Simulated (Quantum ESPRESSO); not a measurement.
Band energies of NaMoO3F

```xyz
12
Lattice="6.6578 0.0000 0.0000 0.0000 3.7608 0.0000 -2.4903 0.0000 6.8759" Properties=species:S:1:pos:R:3 pbc="T T T"
O      0.5177     0.9402     5.2274
O      3.6498     2.8206     1.6484
O      2.9103     0.9402     6.4992
O      1.2572     2.8206     0.3767
O      1.8066     0.9402     2.5613
O      2.3609     2.8206     4.3146
F      4.2596     0.9402     4.1232
F     -0.0922     2.8206     2.7527
Na     5.3321     0.9402     2.0291
Na    -1.1647     2.8206     4.8468
Mo     2.2373     0.9402     4.9092
Mo     1.9301     2.8206     1.9666
```

PBEsol (pw.x of Quantum ESPRESSO, ONCV potentials, without SOC); path ΓYHCEM1AXH1,MDZ,YD; energies in eV from the valence-band maximum.

```
k (1/Å)  point  band 44  band 45  band 46  band 47  band 48  band 49  band 50  band 51
-------  -----  -------  -------  -------  -------  -------  -------  -------  -------
0.00         Γ    -0.99    -0.88    -0.82    -0.33    -0.14     3.09     3.17     4.10
0.23              -0.99    -0.92    -0.83    -0.32    -0.14     3.08     3.17     3.98
0.46         Y    -0.99    -0.98    -0.84    -0.30    -0.15     3.08     3.17     3.91
0.46         H    -1.07    -1.01    -0.91    -0.35    -0.04     3.07     3.17     3.98
0.66         C    -1.09    -0.99    -0.92    -0.38    -0.04     3.07     3.17     3.98
1.07              -1.00    -0.53    -0.41    -0.33    -0.11     3.19     3.26     3.53
1.28              -0.87    -0.35    -0.35    -0.23    -0.16     3.01     3.12     3.78
1.49         E    -0.98    -0.29    -0.29    -0.21    -0.21     3.12     3.12     3.84
1.49        M1    -0.91    -0.33    -0.33    -0.17    -0.17     3.10     3.10     3.80
1.80         A    -0.88    -0.40    -0.40    -0.10    -0.10     3.08     3.08     3.80
2.13              -0.92    -0.59    -0.36    -0.13    -0.08     3.12     3.12     3.66
2.30              -1.06    -0.77    -0.53    -0.20    -0.04     3.31     3.37     3.58
2.46              -1.06    -1.01    -0.78    -0.27    -0.01     3.13     3.24     4.10
2.63         X    -1.07    -0.99    -0.91    -0.31     0.00     3.05     3.18     4.12
2.63        H1    -1.07    -1.01    -0.91    -0.35    -0.04     3.07     3.17     3.98
3.56         M    -0.91    -0.33    -0.33    -0.17    -0.17     3.10     3.10     3.80
3.74              -0.88    -0.27    -0.27    -0.17    -0.17     3.10     3.10     3.74
3.93         D    -0.88    -0.23    -0.23    -0.18    -0.18     3.11     3.11     3.71
4.08              -0.90    -0.31    -0.31    -0.13    -0.13     3.12     3.12     3.73
4.23              -0.98    -0.39    -0.39    -0.09    -0.09     3.13     3.13     3.79
4.38         Z    -1.05    -0.42    -0.42    -0.07    -0.07     3.14     3.14     3.82
4.38         Y    -0.99    -0.98    -0.84    -0.30    -0.15     3.08     3.17     3.91
4.50              -1.01    -0.88    -0.81    -0.30    -0.15     3.12     3.21     3.91
4.62              -1.00    -0.72    -0.67    -0.29    -0.17     3.21     3.31     3.83
4.74              -0.99    -0.59    -0.46    -0.27    -0.20     3.29     3.32     3.59
4.86              -0.89    -0.45    -0.34    -0.23    -0.21     3.13     3.15     3.60
4.98              -0.81    -0.33    -0.29    -0.20    -0.18     3.04     3.08     3.64
5.22         D    -0.88    -0.23    -0.23    -0.18    -0.18     3.11     3.11     3.71
```

The PBEsol gap is indirect, 3.01 eV, from X to 75 % of the way from C to E; the smallest direct gap is 3.05 eV.

Spin-orbit splittings are left out.

Geometry of the Materials Project entry, not relaxed at this level.

The structure is a Materials Project entry; no match was found in the copy of COD used, and its stability was not checked.
